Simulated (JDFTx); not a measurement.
System: Zn(1 0 -1 0) (P6_3/mmc bulk; lattice of mp-79, not re-optimised at this level), 1x1 cell of 8 atoms in 8 planes, area 12.74 Å² a face, 7.7 Å between the outermost planes in a cell 23.5 Å high; k mesh 8×4×1, Fermi width 0.01 Ha, no spin polarisation.

Method: PBE, GBRV ultrasoft potentials, plane waves to 20/100 Ha, in JDFTx (a modified build). Liquid: CANDLE, water, 1 M NaF. The neutral cell holds 160 valence electrons and has two faces of 12.740 Å² each. Last filling lines of the neutral and of a charged run (μ in hartree, zero in the bulk liquid):

```
FillingsUpdate:  mu: -0.145992984  nElectrons: 160.000000
FillingsUpdate:  mu: -0.157655000  nElectrons: 159.934017
```

A calculation by hand: both potentials, by the convention U = −μ/e − 4.44 V vs SHE, the surface charge density and the mean capacitance.

U_pzc = 0.14599 × 27.2114 − 4.44 = -0.47 V; U = 0.15765 × 27.2114 − 4.44 = -0.15 V. The cell has -0.0660 excess electrons, a net charge of 0.0660 e, shared by two faces: σ = 0.0660 e / (2 × 12.740 Å²) = 0.00259 e/Å² = 4.1 μC/cm² (1 e/Å² = 1602.18 μC/cm²). C = σ/(U − U_pzc) = 4.1/0.32 ≈ 13 μF/cm².
